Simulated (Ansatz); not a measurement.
Si$_{3}$N$_{4}$:
Space group Fd-3m, origin choice 1 (No. 227); a = b = c = 7.7438 Å, α = β = γ = 90.00°

```tsv
atom	site	symmetry	x	y	z
Si	16c	.-3m	0.1250	0.1250	0.1250
Si	8b	-43m	0.5000	0.5000	0.5000
N	32e	.3m	0.3676	0.3676	0.3676
```
(The calculation used a cell of 14 atoms; values per cell refer to that cell.)

Relaxed with PBEsol.

Problem. Which orbitals make up the states near the band edges in PBEsol in the plane-wave PAW code Ansatz?

Solution. Top 1 eV of the valence band: N 2p 92 %. Bottom 1 eV of the conduction band: Si 3p 41 %, Si 3s 27 %, N 2s 13 %, N 2p 9 %, outside the projected shells 10 %. Projections are on Löwdin-orthogonalised atomic valence shells; empty p or d shells of many metals are not among them.

Problem. Tabulate the density of states.

Solution. States/eV per cell of 14 atoms, in 0.25 eV bins, energy from the valence-band maximum.

```csv
E (eV),total,N 2p,Si 3p,Si 3s
-7.85,4.35,2.56,0.49,0.95
-7.60,3.54,2.09,0.40,0.73
-7.35,4.03,2.38,0.59,0.64
-7.10,4.73,2.83,0.87,0.56
-6.85,2.66,1.65,0.61,0.21
-6.60,5.09,3.18,1.24,0.32
-6.35,4.94,3.10,1.11,0.33
-6.10,5.53,3.51,1.22,0.37
-5.85,4.56,2.89,0.99,0.27
-5.60,3.58,2.30,0.74,0.23
-5.35,2.24,1.45,0.46,0.15
-5.10,4.71,3.09,0.99,0.30
-4.85,5.36,3.57,1.24,0.26
-4.60,5.82,3.93,1.34,0.24
-4.35,5.48,3.78,1.29,0.16
-4.10,3.94,2.75,0.72,0.18
-3.85,4.86,3.50,0.91,0.16
-3.60,5.82,4.25,1.07,0.16
-3.35,6.81,5.02,1.18,0.18
-3.10,5.79,4.32,1.00,0.13
-2.85,6.20,4.74,1.04,0.11
-2.60,4.64,3.59,0.71,0.10
-2.35,5.81,4.71,0.73,0.11
-2.10,11.36,9.37,1.34,0.20
-1.85,5.60,4.64,0.59,0.11
-1.60,4.92,4.15,0.44,0.07
-1.35,5.94,5.08,0.48,0.06
-1.10,7.85,6.90,0.56,0.04
-0.85,7.83,7.06,0.43,0.03
-0.60,8.26,7.59,0.33,0.02
-0.35,7.96,7.48,0.19,0.01
-0.10,3.19,2.96,0.14,0.00
0.15,0.00,0.00,0.00,0.00
0.40,0.00,0.00,0.00,0.00
0.65,0.00,0.00,0.00,0.00
0.90,0.00,0.00,0.00,0.00
1.15,0.00,0.00,0.00,0.00
1.40,0.00,0.00,0.00,0.00
1.65,0.00,0.00,0.00,0.00
1.90,0.00,0.00,0.00,0.00
2.15,0.00,0.00,0.00,0.00
2.40,0.00,0.00,0.00,0.00
2.65,0.00,0.00,0.00,0.00
2.90,0.00,0.00,0.00,0.00
3.15,0.00,0.00,0.00,0.00
3.40,0.13,0.01,0.05,0.04
3.65,0.39,0.03,0.16,0.11
3.90,0.60,0.05,0.25,0.16
4.15,0.82,0.08,0.34,0.21
4.40,1.06,0.10,0.44,0.26
4.65,1.34,0.14,0.56,0.31
4.90,1.78,0.19,0.75,0.39
5.15,2.08,0.23,0.86,0.43
5.40,2.38,0.28,1.01,0.44
5.65,2.89,0.35,1.30,0.43
5.90,3.07,0.41,1.40,0.41
6.15,3.22,0.47,1.44,0.40
6.40,3.80,0.56,1.61,0.52
6.65,4.29,0.65,1.62,0.78
6.90,4.15,0.69,1.31,0.95
7.15,3.24,0.51,0.81,0.88
7.40,2.69,0.36,0.45,0.82
7.65,4.70,0.74,0.75,1.46
7.90,6.48,1.06,1.16,1.83
8.15,6.54,1.08,1.17,1.92
```

The PBEsol relaxation kept the symmetry of its start; of distortions, only those at the zone centre were tested.

Potentials: the later of the program's two PAW sets.
